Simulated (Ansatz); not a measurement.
Input and command of a plane-wave DFT calculation in Ansatz:

```yaml
crystal:
  lattice:
    - [3.9656883888, 0.0, 0.0]
    - [-1.9828441944, 3.4343868882, 0.0]
    - [0.0, 0.0, 5.4350289991]
  atoms:
    - { symbol: Mn, position: [0.0, 0.0, 0.0], spin: 3.58 }
    - { symbol: Mn, position: [0.0, 0.0, 0.5], spin: 3.58 }
    - { symbol: Sb, position: [0.3333333333, 0.6666666667, 0.25], spin: -0.12 }
    - { symbol: Sb, position: [0.6666666667, 0.3333333333, 0.75], spin: -0.12 }
basis:
  ecutwfc: 420
kpoints:
  mp_grid: { grid: [12, 12, 8] }
hamiltonian:
  xc: pbe
scf:
  occupations: { method: gaussian, width: 0.1 }
output:
  forces: true
  stress: true
  eigenvalues: true
  populations: true
magnetization:
  spin_polarized: true
relax:
  adjacent_minimum: "off"
  f_tol: 0.01
  max_steps: 30
  cell: { stress_tol: 0.1, fix: [volume] }
```

```bash
ansatz run input.yaml --threads 1 --pin off --max-ram 2560MiB --backend cpu --events-out ev --progress --plain --runs-dir out
```

Processor: AMD EPYC 9R05 (Zen 5), 1 thread, on a host shared with other jobs.

Task: Estimate time, memory and problem size.

Result: About 21 s on 1 thread of AMD EPYC 9R05 (Zen 5) (shared host), peak memory 0.7 GiB. It solves 41 bands at 95 k points (the mesh reduced by the symmetry that the task leaves, which can be less than the crystal's) with about 1471 plane waves, in 21 SCF iterations over 2 ionic steps.
